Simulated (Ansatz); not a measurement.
BiBr in space group C2/m (No. 12; Pearson symbol mS32) under volume change, LDA (plane waves, PAW; program Ansatz), shape and atoms relaxed at each volume.

```
V (Å³/atom)  E − E(relaxed) (meV/atom)  P (GPa)
-----------  -------------------------  -------
29.270                               …        …
30.235                             9.0     1.62
31.200                             2.1     0.71
32.165                             0.0     0.00
33.130                             1.6    -0.51
34.095                               …        …
35.060                            11.5    -1.05
```

Problem. What belongs in the gaps?

Solution. 
- 34.095, E − E(relaxed) (meV/atom): 5.7
- 34.095, P (GPa): -0.85
- 29.270, E − E(relaxed) (meV/atom): 22.1
- 29.270, P (GPa): 2.80

Problem. What does a third-order Birch–Murnaghan fit give for V₀, B₀ and B′?

Solution. V₀ = 32.18 Å³/atom, B₀ = 19.3 GPa, B′ = 9.6.

The first step of the workflow began from a Materials Project structure, measured or hypothetical; the Crystallography Open Database files this formula in space group No. 12, but the cells were not matched. Whether it is the stable phase at ambient conditions was not checked. Symmetry was held in the LDA relaxation; whether a distortion lowers the energy is not shown. A crystal of weakly bound chains computed without a dispersion correction: the cell and the soft elastic constants depend strongly on that. Spin–orbit coupling is left out wherever it is not named.

Potentials: the later of the program's two PAW sets.
